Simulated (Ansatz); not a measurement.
Ga:
```
CELL_PARAMETERS angstrom
      2.23966    -3.79813     0.00000
      2.23966     3.79813     0.00000
      0.00000     0.00000     4.48580
ATOMIC_POSITIONS crystal
  Ga 0.65594 0.34406 0.41663
  Ga 0.34406 0.65594 0.58337
  Ga 0.84406 0.15594 0.91663
  Ga 0.15594 0.84406 0.08337
```

Relaxed with PBEsol. Special points in fractions of this cell's reciprocal vectors: Γ (0.000, 0.000, 0.000); Y (-0.500, 0.500, 0.000); C0 (-0.337, 0.663, 0.000); Σ0 (0.337, 0.337, 0.000); Z (0.000, 0.000, 0.500); A0 (0.337, 0.337, 0.500); E0 (-0.337, 0.663, 0.500); T (-0.500, 0.500, 0.500); S (0.000, 0.500, 0.000); R (0.000, 0.500, 0.500).

Q: List the band energies nearest the Fermi level at these points for DFT-PBEsol in the program Ansatz with PAW potentials.

A: In eV from the Fermi level; about four levels below and three above (degenerate sets whole), none deeper than 8.9 eV; points with the same levels are listed once.

| k | below | above |
|---|---|---|
| Γ | -3.76 -1.76 -1.68 -0.74 | 0.92 1.00 1.08 |
| Y | -4.10 -3.35 -1.69 -1.55 | 1.11 1.23 3.47 |
| C0 | -1.08 -1.05 -0.14 -0.04 | 1.04 2.05 2.86 |
| Z | -0.04 -0.04 0.00 0.00 | 0.10 0.10 2.11 2.11 |
| A0 | -6.08 -6.08 -3.70 -3.70 | 4.19 4.19 5.21 5.21 |
| T | -1.29 -1.29 -0.93 -0.93 | 6.86 6.86 8.08 8.08 |
| S | -3.43 -3.43 -1.37 -1.37 | 0.77 0.77 4.25 4.25 |
| R | -6.33 -6.33 -1.55 -1.55 | 0.55 0.55 7.35 7.35 |

Space group Cmce (α-Ga). The cell was relaxed with PBEsol under the symmetry of its start. Spin–orbit coupling is left out wherever it is not named.

Potentials: the earlier of the program's two PAW sets. The files were generated under PBE; for other functionals the program regenerates the frozen cores, and for LDA and PBEsol the local potential too.
